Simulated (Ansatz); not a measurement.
NbP (CsCl type, Pm-3m), PBE (plane waves, PAW; program Ansatz), all energies at zero smearing, with the estimated change up to a 700 eV cutoff added, with one set of potentials and settings (totals compare only within such a set). Cell of 2 atoms (1 Nb, 1 P): -5309.343 eV.

```
element             reference phase  E (eV/atom)
-------  --------------------------  -----------
Nb       Im-3m, 1 atoms in the cell   -4552.3152
P         Cmce, 4 atoms in the cell    -755.6733
```

Formation energy per atom, worked out: (-5309.343 − 1×(-4552.3152) − 1×(-755.6733))/2 = -0.677 eV/atom (-65 kJ per mol of atoms), at 0 K, without zero-point energy or fitted corrections.

A made-up cell: these elements were put on the sites of a structure type; neither database checked (COD, Materials Project) lists it. COD files the formula under space group No. 141, so this cell is another polymorph or a model. Whether it is the stable phase at ambient conditions was not checked. The cell was relaxed with PBE under the symmetry of its start; whether a distortion lowers the energy is not shown. The run is not spin-polarised. The references are the lowest solids computed at this level, not always the standard phases.

Potentials: the earlier of the program's two PAW sets.
